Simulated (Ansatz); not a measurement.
WC (WC type, space group P-6m2)

```xyz
2
Lattice="2.9220 0.0000 0.0000 -1.4610 2.5305 0.0000 0.0000 0.0000 2.8473" Properties=species:S:1:pos:R:3 pbc="T T T"
W      0.0000     0.0000     0.0000
C      1.4610     0.8435     1.4236
```

Two coordinates are scanned: the volume, and the ratio of the stretch along z (the conventional c axis) to the stretch across it. Atoms keep their fractional coordinates.

Calculation: PBE (plane waves to 420 eV, PAW, scalar-relativistic; Ansatz, a quantum-chemistry and plane-wave program). k mesh 18×18×16 (Γ-centred), Fermi-Dirac smearing 0.05 eV. Stress and pressure are positive under compression. With partly filled bands, the response to shear is sensitive to the k mesh, so small differences along c/a are uncertain. Spin-orbit coupling is left out, though W is heavy. The PAW data are Ansatz's earlier set. WC is run without spin polarisation. WC was relaxed with its symmetry unable to fall.

At one point of the scan the stress tensor (GPa) is:

```
  -13.6      0.0      0.0
    0.0    -13.6      0.0
    0.0      0.0    -51.7
```

Problem. Which point is it?
A. V/V₀ = 1.080, (c/a)/(c/a)₀ = 1.000
B. V/V₀ = 1.080, (c/a)/(c/a)₀ = 1.060
C. V/V₀ = 1.000, (c/a)/(c/a)₀ = 1.060
D. V/V₀ = 1.080, (c/a)/(c/a)₀ = 1.120

Solution. B, V/V₀ = 1.080, (c/a)/(c/a)₀ = 1.060

(A scan under strain: stresses follow from slopes of the energy per volume, elastic moduli from its curvatures.)
